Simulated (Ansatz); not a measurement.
Property card of a HfH4 sheet

It was reached by relaxing an invented guess, and it needn't be the stable form of this composition.

All numbers below come from DFT PBE, scalar-relativistic, plane waves, PAW (Ansatz 0.2.0). Plane waves to 420 eV, a k mesh through Γ of 4×4×1 on the computed 5-atom cell and Gaussian smearing (0.02 eV); no spin polarisation.

The sheet is periodic along a and b; c holds vacuum.

```yaml
crystal:
  periodic: [true, true, false]
  lattice:
    - [6.58632, 0.00000, 0.00000]
    - [0.00000, 6.58632, 0.00000]
    - [0.00000, 0.00000, 28.05925]
  atoms:
    - { symbol: Hf, position: [0.50000, 0.50000, 0.28511] }
    - { symbol: H, position: [0.27242, 0.50000, 0.32287] }
    - { symbol: H, position: [0.72758, 0.50000, 0.32287] }
    - { symbol: H, position: [0.50000, 0.72758, 0.24735] }
    - { symbol: H, position: [0.50000, 0.27242, 0.24735] }
```

Formation energies are uncorrected and refer to the elements' standard structures at the same level (H₂ as a molecule).

| Property | Result |
| --- | --- |
| Layer group | p-4m2 (No. 59) |
| In-plane cell | a = 6.586 Å, b = 6.586 Å, γ = 90.0° |
| Area per atom | 8.68 Å² |
| Thickness between the outermost nuclei | 2.12 Å |
| Formation energy | +0.570 eV/atom |
| Band gap over mesh and path | 3.89 eV |
| Löwdin character of the top 1 eV of the valence band | H 1s 64 %, Hf 5d 33 % |
| Löwdin character of the lowest 1 eV of the conduction band | Hf 5d 79 %, H 1s 11 %, unprojected 10 % |
| Bader charges (e) | Hf1 2.13, H2 -0.53, H3 -0.53, H4 -0.53, H5 -0.53 |

Levels along Γ–X–M–Γ, in eV from a zero inside the gap, sorted by energy at each point. Points in fractions of the primitive reciprocal vectors: Γ (0.000 0.000 0.000), X (0.000 0.500 0.000), M (0.500 0.500 0.000).
```
point  k (1/Å, with 2π)  band 12  band 13  band 14  band 15  band 16  band 17  band 18
    Γ             0.000    -3.55    -2.11    -1.95    -1.95     1.97     2.07     2.74
    -             0.068    -3.55    -2.11    -1.95    -1.95     1.97     2.07     2.74
    -             0.136    -3.54    -2.11    -1.96    -1.95     1.98     2.06     2.76
    -             0.204    -3.52    -2.11    -1.98    -1.95     1.99     2.05     2.77
    -             0.273    -3.51    -2.11    -1.99    -1.95     2.00     2.04     2.73
    -             0.341    -3.49    -2.11    -2.01    -1.95     2.01     2.03     2.65
    -             0.409    -3.48    -2.11    -2.02    -1.95     2.02     2.03     2.58
    X             0.477    -3.48    -2.11    -2.02    -1.95     2.02     2.02     2.56
    -             0.545    -3.47    -2.11    -2.03    -1.95     2.02     2.02     2.57
    -             0.613    -3.46    -2.10    -2.04    -1.95     2.01     2.03     2.58
    -             0.681    -3.45    -2.10    -2.05    -1.95     1.99     2.03     2.61
    -             0.750    -3.43    -2.10    -2.07    -1.95     1.97     2.04     2.64
    -             0.818    -3.42    -2.10    -2.09    -1.95     1.96     2.05     2.66
    -             0.886    -3.41    -2.10    -2.10    -1.95     1.95     2.06     2.68
    M             0.954    -3.40    -2.10    -2.10    -1.95     1.95     2.06     2.69
    -             1.050    -3.41    -2.10    -2.09    -1.95     1.95     2.06     2.70
    -             1.147    -3.43    -2.10    -2.07    -1.95     1.97     2.04     2.75
    -             1.243    -3.46    -2.10    -2.04    -1.95     2.00     2.02     2.80
    -             1.339    -3.50    -2.10    -2.01    -1.95     2.00     2.03     2.81
    -             1.436    -3.52    -2.11    -1.98    -1.95     1.99     2.05     2.78
    -             1.532    -3.54    -2.11    -1.96    -1.95     1.98     2.07     2.75
    Γ             1.629    -3.55    -2.11    -1.95    -1.95     1.97     2.07     2.74
```

The last run used a 4×4×1 mesh for its 5-atom cell and Gaussian smearing of 0.02 eV. Weakly bound directions are ill-defined at this level, which has no dispersion term. Spin–orbit coupling, which can matter for Hf, is left out. Kohn–Sham gaps at this level usually fall short of measured ones. With hydrogen, zero-point motion can shift formation energies by some tens of meV/atom.
